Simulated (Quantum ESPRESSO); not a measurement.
Si3BC3N, convergence and cost over cutoff and k mesh

Computed values, not a measurement. The program is pw.x of Quantum ESPRESSO 7.5 (plane-wave density functional theory). The cell is made up: 8 atoms on a wurtzite lattice, with randomly drawn elements, strain and displacements, not relaxed. PseudoDojo standard norm-conserving files (v0.5 for PBE, v0.4.1 for LDA and PBEsol) set the functional; there is no spin polarisation, spin-orbit coupling or dispersion term, and the masses in the input are unused placeholders.

Input of the run in row 2:

```
&control calculation='scf', pseudo_dir='./dojo.nc.sr.pbe.v0_5.standard.upf', outdir='./o', disk_io='medium', tprnfor=.true., tstress=.true. /
&system ibrav=0, nat=8, ntyp=4, nbnd=22, ecutwfc=84.00895049, nosym=.true., tot_charge=0,
 occupations='smearing', smearing='fd', degauss=0.0018374661
/
&electrons conv_thr=7.350e-09, electron_maxstep=60, /
ATOMIC_SPECIES
B 1.0 B.upf
C 1.0 C.upf
N 1.0 N.upf
Si 1.0 Si.upf
CELL_PARAMETERS angstrom
3.0975 0.0143 0.0416
0.0247 5.2704 0.0427
0.068 0.0402 5.0803
ATOMIC_POSITIONS angstrom
Si -0.1178 -0.0862 -0.1268
Si 1.5191 2.6247 0.1093
Si 1.6064 0.8346 2.5904
B 0.0996 3.4739 2.5616
C 0.1039 -0.0365 1.8262
C 1.5149 2.6277 2.0336
C 1.6153 0.8281 4.5054
N 0.0833 3.5599 4.4361
K_POINTS automatic
6 4 4 1 1 1
```

The same cell was run at these settings. Meshes are shifted by half a step, and differences are from the last row, which is itself not exact.

| cutoff (eV) | k mesh | k points solved | threshold (eV) | free energy less the last row's (eV) | pressure (GPa) | largest stress difference (GPa) | largest force difference (eV/Å) | iterations | wall time (s) | k-point pools | processor |
| --- | --- | --- | --- | --- | --- | --- | --- | --- | --- | --- | --- |
| 800 | 2 x 2 x 2 | 4 | 1e-04 | -0.784 | -19.89 | 9.15 | 0.410 | 9 | 15 | 1 | AMD EPYC, Zen 5 class |
| 1143 | 6 x 4 x 4 | 48 | 1e-07 | -0.003 | -16.22 | 0.08 | 0.005 | 12 | 196 | 1 | AMD EPYC, Zen 5 class |
| 1437 | 8 x 6 x 6 | 144 | 1e-07 | 0.000 | -16.20 | 0.00 | 0.000 | 12 | 720 | 1 | AMD EPYC, Zen 5 class |

Each pool is one process. Wall times include start-up and a band step at six k points, which weighs most on the coarsest meshes. The runs were on shared virtual cores whose load varied, so times are rough.